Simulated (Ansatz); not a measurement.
Polymorphs of SiGe, each relaxed with the program Ansatz at the PBEsol level (PAW):

A: wurtzite (P6_3mc)
a = b = 3.9007 Å, c = 6.4422 Å, α = β = 90.00°, γ = 120.00°

```json
[
 {"atom": "Si", "site": "2b", "symmetry": "3m.", "x": "0.3333", "y": "0.6667", "z": "0.3746"},
 {"atom": "Ge", "site": "2b", "symmetry": "3m.", "x": "0.3333", "y": "0.6667", "z": "0.0004"}
]
```

B: P-6m2
a = 3.5564 Å, b = 3.5564 Å, c = 3.2298 Å, α = 90.00°, β = 90.00°, γ = 120.00°

| atom | site | symmetry | x | y | z |
|---|---|---|---|---|---|
| Ge | 1a | -6m2 | 0.0000 | 0.0000 | 0.0000 |
| Si | 1f | -6m2 | 0.6667 | 0.3333 | 0.5000 |

C: R-3m
a = b = 3.9209 Å, c = 19.1753 Å, α = β = 90.00°, γ = 120.00°

```csv
atom,site,symmetry,x,y,z
Si,6c,3m,0.0000,0.0000,0.0611
Ge,6c,3m,0.0000,0.0000,0.4359
```

Task: Order them by energy per atom at 0 K (lowest first) at the level PBEsol.

Result: C (+0 meV/atom), A (+17 meV/atom), B (+334 meV/atom)

Task: Give each one's gap.

Result: A 0.35 eV; B no gap; C 0.33 eV.

Constructed cells (a structure type filled with these elements, in neither database checked): B. Typed or built starts, not in the databases checked: C. Standing as an ambient phase not checked: A. All cells were relaxed under the symmetry of their starts (and spin orders); stability against distortions was not tested throughout. Scalar-relativistic: spin–orbit coupling is off unless named, which matters more the heavier the elements.

Energies hold the estimated change up to a 700 eV cutoff; steps of a few meV lie near the error of the meshes.

Potentials: the earlier of the program's two PAW sets. The files were generated under PBE; for other functionals the program regenerates the frozen cores, and for LDA and PBEsol the local potential too.
